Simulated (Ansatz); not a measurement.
Cl2 on the (001) surface of Ru, space group P6_3/mmc (No. 194) (top face towards +c; held atoms: 1, 2, 3, 4, 5, 6, 7, 8), one molecule per 25.2 Å². Starting structure (random tilt, lowest atom Cl over a bridge Ru-Ru site; the molecule's atoms stand last):

```
Ru Cl
1.0
     5.39519    0.00000    0.00000
    -2.69759    4.67237    0.00000
     0.00000    0.00000   25.12683
Ru Cl
16 2
Direct
  0.33333 0.16667 0.31838
  0.33333 0.66667 0.31838
  0.83333 0.16667 0.31838
  0.83333 0.66667 0.31838
  0.16667 0.33333 0.40327
  0.16667 0.83333 0.40327
  0.66667 0.33333 0.40327
  0.66667 0.83333 0.40327
  0.33333 0.16667 0.48872
  0.33333 0.66667 0.48872
  0.83333 0.16667 0.48872
  0.83333 0.66667 0.48872
  0.16667 0.33333 0.57097
  0.16667 0.83333 0.57097
  0.66667 0.33333 0.57097
  0.66667 0.83333 0.57097
  0.41667 0.83333 0.69434
  0.68202 0.70884 0.72332
```

Level of theory: Ansatz 0.2.0, DFT PBE+D3(BJ), scalar-relativistic, plane waves, PAW. Plane waves to 420 eV, a k mesh through Γ of 4×4×1 on the computed 18-atom cell and Gaussian smearing (0.10 eV); no spin polarisation. A dipole correction removes the field between periodic images along c.

E_ads is per molecule, from the clean relaxed slab and the free relaxed molecule; negative means bound; no zero-point or thermal terms, forces under 0.04 eV/Å, and the free molecule is spin-polarised where open-shell. Heights count from the highest slab atom.

Question: What does it relax to?

Answer: E_ads = -4.10 eV; the molecule splits into Cl + Cl. Final structure after 18 steps:

```
Ru Cl
1.0
     5.39519    0.00000    0.00000
    -2.69759    4.67237    0.00000
     0.00000    0.00000   25.12683
Ru Cl
16 2
Direct
  0.33333 0.16667 0.31838
  0.33333 0.66667 0.31838
  0.83333 0.16667 0.31838
  0.83333 0.66667 0.31838
  0.16667 0.33333 0.40327
  0.16667 0.83333 0.40327
  0.66667 0.33333 0.40327
  0.66667 0.83333 0.40327
  0.33438 0.16542 0.48866
  0.33443 0.66914 0.48865
  0.83036 0.16517 0.48872
  0.83322 0.66663 0.48865
  0.16656 0.33325 0.56895
  0.16469 0.83239 0.57153
  0.66763 0.33531 0.57155
  0.66764 0.83234 0.57160
  0.49906 0.99941 0.64981
  0.83215 0.66619 0.65072
```

Each end is the local minimum that its start leads to. The pieces were run without spin polarisation.